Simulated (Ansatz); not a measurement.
CdSe (zincblende type), DFT, LDA, PAW with Ansatz's default frozen-core files, scalar-relativistic (Ansatz 0.2.0), on 1 thread of Arm Neoverse V1 (shared host).

Command: `ansatz run input.yaml --threads 1 --pin off --max-ram 2048MiB --backend cpu --events-out ev --progress --plain --runs-dir out`

```yaml
crystal:
  lattice:
    - [0.0, 2.83475038, 2.83475038]
    - [2.83475038, 0.0, 2.83475038]
    - [2.83475038, 2.83475038, 0.0]
  atoms:
    - { symbol: Cd, position: [0.0, 0.0, 0.0] }
    - { symbol: Se, position: [0.25, 0.25, 0.25] }
kpoints:
  mp_grid: { grid: [12, 12, 12] }
scf:
  occupations: { method: fermi_dirac, width: 0.05 }
hamiltonian:
  xc: lda
  pseudopotentials: { kind: paw }
output:
  forces: true
  stress: true
  eigenvalues: true
  populations: true
```

How large is the problem that the program sets up?

72 irreducible k-points, 893 plane waves at Γ, 22 bands.

About how long does it take?

8.6 s of wall time for 6 SCF iterations. Times on shared machines scatter by tens of per cent.
